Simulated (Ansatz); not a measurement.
TiAl (L1₀ or tetragonal B2, P4/mmm) at seven volumes, DFT-PBE in the program Ansatz with PAW potentials, shape and atoms relaxed at each. One row is withheld.

```csv
V (Å³/atom),P (GPa)
14.773,12.89
15.260,7.94
15.747,3.68
16.234,0.00
16.721,?
17.208,-5.90
17.695,-8.25
```

Fit the shown pressures and predict the withheld one.

P = (3/2)B₀(x^(7/2) − x^(5/2))[1 + (3/4)(B′ − 4)(x − 1)] with x = (V₀/V)^(2/3). Least squares on the six rows gives V₀ = 16.235 Å³/atom, B₀ = 114 GPa, B′ = 3.93. At V = 16.721, x = 0.9805 and P = -3.17 GPa. The run itself gave -3.17 GPa.

The PBE relaxation kept the symmetry of its start. The run is not spin-polarised.

Potentials: the later of the program's two PAW sets.
